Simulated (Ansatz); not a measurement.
## SnO: do the settings matter for the field gradients?

Cell: a measured structure from the Crystallography Open Database (COD), taken as it stands.

```
CELL_PARAMETERS angstrom
3.79860 0.00000 0.00000
0.00000 3.79860 0.00000
0.00000 0.00000 4.84080
ATOMIC_POSITIONS crystal
Sn 0.50000 0.00000 0.23690
Sn 0.00000 0.50000 0.76310
O 0.00000 0.00000 0.00000
O 0.50000 0.50000 0.00000
```

Atoms are numbered from 1 in the order listed; like atoms form one site, named after its first atom.

Reference run. Level of theory: DFT, PBE, plane waves and PAW, scalar-relativistic, 420 eV cutoff, Γ-centred 12×12×10 k-points, Fermi–Dirac smearing 0.05 eV (Ansatz 0.2.0).

(1) The input is changed as follows: `scf.occupations`: {method: fermi_dirac, width: 0.05} → {method: methfessel_paxton, width: 2.0}; `scf.max_iter`: not typed → 50. What happens to V_zz (10²¹ V/m²) and η?

Answers

(1) 

```json
{"site": "Sn", "atom": "1", "V_zz reference": "-17.61", "η reference": "0.00", "V_zz changed": "-17.26", "η changed": "0.00"}
{"site": "O", "atom": "3", "V_zz reference": "0.11", "η reference": "0.00", "V_zz changed": "0.76", "η changed": "0.00"}
```

The largest change of V_zz is on O, from 0.11 to 0.76. In per cent, |V_zz| changes by -2 on Sn (all sites that start above 2). SCF iterations: 7 and 7. The changed input holds a smearing of electronvolts, so its numbers aren't properties of the crystal.

On the reference run: At this cell the principal stresses reach 5 GPa in size with PBE, which can matter for small gradients. The largest force is 0.5 eV/Å, so the atoms aren't at the calculated equilibrium and relaxing them would move these values. With no gap above 0.1 eV, as in a metal, the gradients converge slowly in k; expect changes of a tenth or more on a denser mesh. Without spin–orbit coupling (the program notes it for Sn) the gradients can shift somewhat, as the gap is small. Semilocal functionals make gaps too small and can close them, so the real compound need not be a metal.
